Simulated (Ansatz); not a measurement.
**SiC — quadrupolar parameters**

The cell is an entry of the Crystallography Open Database (COD; perhaps a calculated or model structure), atoms as given.

Space group P6_3mc (No. 186); a = 3.0810, c = 15.1248 Å, γ = 120.00°.

```csv
site,Wyckoff,site symmetry,x,y,z
Si1,2a,3m.,0.0000,0.0000,0.0000
Si3,2b,3m.,0.3333,0.6667,0.1664
Si5,2b,3m.,0.6667,0.3333,0.3329
C7,2b,3m.,0.3333,0.6667,0.0412
C9,2b,3m.,0.6667,0.3333,0.2080
C11,2a,3m.,0.0000,0.0000,0.3746
```

One atom of each set is listed.

All values are calculated (Ansatz; DFT, PBE, plane waves and PAW, scalar-relativistic, 420 eV cutoff, Γ-centred 10×10×2 k-points, Fermi–Dirac smearing 0.02 eV), not measured.

Conventions: |V_zz| ≥ |V_yy| ≥ |V_xx|, η = (V_xx − V_yy)/V_zz, C_Q = eQV_zz/h.

```csv
site,atoms,first shell,"V_xx, V_yy, V_zz (10²¹ V/m²)",η,C_Q (MHz)
Si1,2,4 C at 1.88–1.90 Å,"-0.004, -0.004, 0.008",0.00,–
Si3,2,4 C at 1.89 Å,"-0.12, -0.12, 0.24",0.00,–
Si5,2,4 C at 1.89 Å,"-0.12, -0.12, 0.24",0.00,–
C7,2,4 Si at 1.88–1.89 Å,"-0.029, -0.029, 0.059",0.00,–
C9,2,4 Si at 1.89 Å,"-0.009, -0.009, 0.018",0.00,–
C11,2,4 Si at 1.89–1.90 Å,"-0.10, -0.10, 0.21",0.00,–
```

An axis of threefold or higher order runs through Si1, Si3, Si5, C7, C9 and C11, so V_zz lies along it and η is zero.

Si, C have no stable isotope with a ground-state quadrupole moment in the table, so no C_Q is given.

The values hang on the deposited positions: relaxing the atoms moves V_zz on Si1 from 0.008 to -0.056.

The run took 15 s of wall time (15 s of CPU time) and 0.47 GiB at its peak, on 1 thread of AMD EPYC 7R43 64-Core Processor (Zen 3) (x86_64; 48 cores open to the job, memory cap 2.5 GiB, no GPU), a shared host with a load of 0.5 a core.
